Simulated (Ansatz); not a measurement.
One crystal and one scan (generalised stacking-fault energy along a line) at two levels, PBE (plane waves to 420 eV, PAW, scalar-relativistic; Ansatz, an electronic-structure program) and PBEsol (plane waves to 420 eV, PAW, scalar-relativistic; Ansatz), each from its own relaxed cell and on its own mesh. The cell shown is that of PBE.

Generalised stacking fault of CaF2 (fluorite) on the {100} plane. The cell below holds the perfect crystal with the plane normal along z; tilting its third vector by the shift puts one fault into each cell, between planes 1.38 Å apart, at fixed cell height.

```yaml
crystal:
  lattice:
    - [3.89684, 0.00000, 0.00000]
    - [0.00000, 3.89684, 0.00000]
    - [1.94842, 1.94842, 8.26644]
  atoms:
    - { symbol: Ca, position: [0.00000, 0.00000, 0.91667] }
    - { symbol: Ca, position: [0.33333, 0.33333, 0.25000] }
    - { symbol: Ca, position: [0.66667, 0.66667, 0.58333] }
    - { symbol: F, position: [0.91667, 0.41667, 0.08333] }
    - { symbol: F, position: [0.25000, 0.75000, 0.41667] }
    - { symbol: F, position: [0.58333, 0.08333, 0.75000] }
    - { symbol: F, position: [0.41667, 0.91667, 0.08333] }
    - { symbol: F, position: [0.75000, 0.25000, 0.41667] }
    - { symbol: F, position: [0.08333, 0.58333, 0.75000] }
```

In-plane vectors a = (3.897, 0.000) Å, b = (0.000, 3.897) Å, area 15.19 Å². The shift is s times the vector a + b (length 5.511 Å), so s = 1 restores the start. Atoms relax along the normal only. γ = [E(shift) − E(0)] / area.

E is the zero-smearing estimate. CaF2 was relaxed with its symmetry unable to fall. Faults lie only 8.1 Å apart, and holding the cell height raises γ above its relaxed value. Faults lie only 8.3 Å apart, and holding the cell height raises γ above its relaxed value. Percentages come from the unrounded values. Both scans cover s from 0.000 to 0.917.

Results of PBE:

Lattice constant a (Å): 5.511
Highest computed γ on the line (mJ/m²): 862
γ at the local minimum along the line, s = 0.500 (mJ/m²): 849
Steepest slope dγ/d(shift) before the first maximum (spline) (GPa): 6.4
Position of the highest point: s = 0.417 and s = 0.583
Local minima between the ends: s = 0.500

Problem. Estimate the PBEsol values.

Solution. 
| quantity | PBEsol | PBE − PBEsol |
|---|---|---|
| Lattice constant a (Å) | 5.421 | +0.090 (+1.7 %) |
| Highest computed γ on the line (mJ/m²) | 916 | -54 (-5.8 %) |
| γ at the local minimum along the line, s = 0.500 (mJ/m²) | 879 | -30 (-3.5 %) |
| Steepest slope dγ/d(shift) before the first maximum (spline) (GPa) | 7.6 | -1.2 (-16 %) |

PBE gives the higher value for: lattice constant a. PBE gives the lower value for: highest computed γ on the line; γ at the local minimum along the line, s = 0.500; steepest slope dγ/d(shift) before the first maximum. Both give the same position of the highest point: s = 0.417 and s = 0.583.

(The slope of γ gives the shear force per area between the displaced halves; near zero shift its curvature is an elastic stiffness.)
